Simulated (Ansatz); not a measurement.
## What DFT gives for LuB2Os3

```xyz
6
Lattice="5.4253 0.0000 0.0000 -2.7126 4.6984 0.0000 0.0000 0.0000 3.0473" Properties=species:S:1:pos:R:3 pbc="T T T"
B    -0.0003    3.1324    0.0000
B     2.7124    1.5660    0.0000
Os    2.7126    0.0000    1.5237
Os    1.3563    2.3492    1.5237
Os   -1.3563    2.3492    1.5237
Lu    0.0000    0.0000    0.0000
```

Method: r2SCAN, no spin polarisation; PAW, plane waves to 500 eV, 7×7×11 Γ-centred mesh, fermi-dirac occupations (width 0.0149 eV) (Ansatz 0.2.0), atoms fixed.

At the Fermi level: It is a metal, with about 3.1 states/eV a cell as the mean within 0.25 eV of the Fermi level, mostly Os d (82 %).
Stress: The pressure is 3.5 GPa (compression positive), so with the atoms held at these fractions the cell would first expand. The principal stresses -2.2, 6.4, 6.4 GPa differ, so its shape would change too.
Charges: Bader charges in e: Lu +1.70, B -0.24, Os -0.41. In the mean Lu gives up most and Os takes most.
Formation energy: -0.36 eV an atom against the elements' usual phases (free molecules for gases, crystals otherwise, with no correction for O₂ or N₂), so it is bound against them; other compounds may still compete. Relaxing would lower it.
Forces: The forces vanish by the symmetry of the sites.

Origin: a database entry at a rescaled volume.
